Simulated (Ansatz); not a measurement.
## All-electron DFT: O2F

Cell: O2F placed on the sites of the fluorite structure (a generated, not necessarily known, phase), then sheared and rattled.

Computed with DFT, PBE, all-electron full-potential LAPW, scalar-relativistic, point nucleus (Ansatz 0.2 development build). Occupations are Fermi–Dirac at 0.15 eV on a coarse k-mesh, 3×3×3 Γ-centred; the results hold for that mesh. For a metal, stress, forces and moments on so few k-points can be far from the converged ones. The run is spin-unpolarised. The cell's electron count is odd, so a run with spin could end lower. Labels count atoms in the order given.

Lattice in Å, fractional positions:
```yaml
crystal:
  lattice:
    - [-2.71265, -0.00890, 2.63411]
    - [-0.12659, 2.43488, 2.49862]
    - [-2.69663, 2.55435, 0.00712]
  atoms:
    - { symbol: F, position: [0.45201, 0.96966, 0.98602] }
    - { symbol: O, position: [0.73828, 0.23470, 0.24278] }
    - { symbol: O, position: [0.23331, 0.75486, 0.68830] }
```

(1) Predict the output of the run.

(2) Repeat with r2SCAN by all-electron PAW datasets generated for the cell without frozen cores, scalar-relativistic, point nucleus.

(3) What does LDA (PW92) by all-electron full-potential LAPW, scalar-relativistic, point nucleus give for this geometry?

## Answers

(1) 
Forces in eV/Å:
```
F1   -0.097 -0.069 -0.683
O2   -0.394  0.691  0.318
O3    0.491 -0.623  0.365
```

Stress (GPa; xx, yy, zz, yz, xz, xy; compression positive): -2.54, -7.68, -4.70, -1.36, -3.35, -2.03.

* All-electron free energy E − TS (its zero hangs on the relativistic scheme and nucleus): -6801.104 eV
* Pressure: -4.97 GPa
* Largest force: 0.873 eV/Å

(2) Relative to PBE, the pressure falls by 4.37 GPa to -9.34 GPa, and the forces move by 0.201 eV/Å (r.m.s. over the atoms).

Forces in eV/Å:
```
F1   -0.206 -0.053 -0.865
O2   -0.368  0.836  0.460
O3    0.574 -0.783  0.405
```

(3) Against PBE, the pressure decreases by 9.94 GPa to -14.91 GPa, and the forces move by 0.058 eV/Å (r.m.s. over the atoms).

```tsv
atom	Fx (eV/Å)	Fy (eV/Å)	Fz (eV/Å)
F1	-0.068	-0.063	-0.733
O2	-0.422	0.736	0.349
O3	0.491	-0.673	0.385
```
